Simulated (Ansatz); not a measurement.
Relaxed-ion elastic tensor of C (diamond, space group No. 227) in GPa (Voigt order), the program Ansatz at the PBEsol level (PAW); density 3.56 g/cm³, 5.61 Å³ per atom.

```
1070   140   140   0.0   0.0   0.0
 140  1070   140   0.0   0.0   0.0
 140   140  1070   0.0   0.0   0.0
 0.0   0.0   0.0   573   0.0   0.0
 0.0   0.0   0.0   0.0   573   0.0
 0.0   0.0   0.0   0.0   0.0   573
```

Problem. Is the crystal mechanically stable?

Solution. Yes: the smallest eigenvalue of C is 573 GPa.

Problem. Work out the Voigt, Reuss and Hill averages.

Solution. K_V = 450, K_R = 450, K_H = 450; G_V = 530, G_R = 524, G_H = 527 GPa.

Problem. Give Young's modulus, Poisson's ratio, Pugh's ratio and the universal anisotropy index.

Solution. E = 9KG/(3K + G) = 1140 GPa; ν = 0.08; K/G = 0.85 (brittle by the Pugh limit of 1.75); A_U = 5G_V/G_R + K_V/K_R − 6 = 0.05.

Problem. Estimate the sound speeds and the Debye temperature.

Solution. v_l = √((K + 4G/3)/ρ) = 18000 m/s, v_t = √(G/ρ) = 12200 m/s, mean 13300 m/s; Θ = (h/k)(3n/4πV)^(1/3) v_m = 2230 K.

Problem. Give the Zener ratio and Young's modulus along [100], [110] and [111].

Solution. A = 2C44/(C11 − C12) = 1.23; 1/E = S11 − 2(S11 − S12 − S44/2)Γ with Γ = 0, 1/4, 1/3 gives 1040, 1160, 1210 GPa.

Problem. Solve the Christoffel equation for the three sound speeds along [100], [110], [111].

Solution. Eigenvalues of C_ijkl n_j n_l equal ρv². In km/s, slowest first: [100] 12.70, 12.70, 17.35; [110] 11.44, 12.70, 18.20; [111] 11.87, 11.87, 18.48.

Space group Fd-3m (diamond). Symmetry was held in the PBEsol relaxation.

Potentials: the later of the program's two PAW sets.
